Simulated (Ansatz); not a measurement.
Relaxed-ion elastic tensor of NbC (rock salt, Fm-3m) in GPa (Voigt order), the program Ansatz at the LDA level (PAW); density 8.03 g/cm³, 10.84 Å³ per atom.

```json
[
 {"": "1", "1": "745", "2": "128", "3": "128", "4": "0.0", "5": "0.0", "6": "0.0"},
 {"": "2", "1": "128", "2": "745", "3": "128", "4": "0.0", "5": "0.0", "6": "0.0"},
 {"": "3", "1": "128", "2": "128", "3": "745", "4": "0.0", "5": "0.0", "6": "0.0"},
 {"": "4", "1": "0.0", "2": "0.0", "3": "0.0", "4": "181", "5": "0.0", "6": "0.0"},
 {"": "5", "1": "0.0", "2": "0.0", "3": "0.0", "4": "0.0", "5": "181", "6": "0.0"},
 {"": "6", "1": "0.0", "2": "0.0", "3": "0.0", "4": "0.0", "5": "0.0", "6": "181"}
]
```

Problem. Is the crystal mechanically stable?

Solution. Yes: the smallest eigenvalue of C is 181 GPa.

Problem. Work out the Voigt, Reuss and Hill averages.

Solution. K_V = 333, K_R = 333, K_H = 333; G_V = 232, G_R = 217, G_H = 224 GPa.

Problem. Give Young's modulus, Poisson's ratio, Pugh's ratio and the universal anisotropy index.

Solution. E = 9KG/(3K + G) = 550 GPa; ν = 0.23; K/G = 1.49 (brittle by the Pugh limit of 1.75); A_U = 5G_V/G_R + K_V/K_R − 6 = 0.35.

Problem. Estimate the sound speeds and the Debye temperature.

Solution. v_l = √((K + 4G/3)/ρ) = 8870 m/s, v_t = √(G/ρ) = 5280 m/s, mean 5850 m/s; Θ = (h/k)(3n/4πV)^(1/3) v_m = 787 K.

Problem. Give the Zener ratio and Young's modulus along [100], [110] and [111].

Solution. A = 2C44/(C11 − C12) = 0.59; 1/E = S11 − 2(S11 − S12 − S44/2)Γ with Γ = 0, 1/4, 1/3 gives 707, 503, 459 GPa.

Symmetry was held in the LDA relaxation; of distortions, only those at the zone centre were tested. No spin polarisation was allowed. As this level gives no gap, shear constants depend on the k-mesh and smearing (Fermi–Dirac, 0.1 eV here).

Potentials: the later of the program's two PAW sets.
